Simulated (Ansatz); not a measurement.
**Two states of VMoO4**

```xyz
12
Lattice="4.8461 0.0000 0.0000 0.0000 5.7830 0.0000 -0.0998 0.0000 5.0151" Properties=species:S:1:pos:R:3 pbc="T T T"
V     2.3981    3.9608    1.2538
V     2.3482    1.8222    3.7613
Mo   -0.0250    1.0409    1.2538
Mo   -0.0749    4.7421    3.7613
O     0.9286    0.5899    4.7192
O     3.7678    0.5899    2.8034
O     3.8177    5.1931    0.2959
O     0.9785    5.1931    2.2117
O     1.1724    2.1686    1.9659
O     3.6238    2.1686    0.5416
O     3.5739    3.6144    3.0492
O     1.1225    3.6144    4.4735
```

The numbers come from plane-wave PAW DFT (Ansatz): PBE, with U_eff = 2.07 eV on Mo d, U_eff = 3.89 eV on V d (all-electron-ortho-atomic projectors), 420 eV, 4×3×4 Γ-centred k points, fermi-dirac occupations (width 0.1 eV). Nothing was relaxed.

State A: V1 up, V2 down (collinear spin). State B: V1 down, V2 down (collinear spin).

Problem. Compare the two self-consistent states.

Solution. State A is lower by 2.7 meV an atom at zero smearing.

| state | free energy (meV/atom) | largest moment in a small sphere (μB) | net moment (μB/cell) | gap on mesh (eV) | pressure (GPa) | largest force (eV/Å) |
| --- | --- | --- | --- | --- | --- | --- |
| A | 0.0 | 2.20 | 0.00 | 1.19 | -0.2 | 1.03 |
| B | 2.5 | 2.20 | 6.00 | 0.90 | 0.0 | 0.92 |

Origin: a known structure type with other elements, at an estimated volume, so it need not be a known compound. Caveats: an odd or shifted mesh can miss the band edges, so this level's true gap may be smaller.
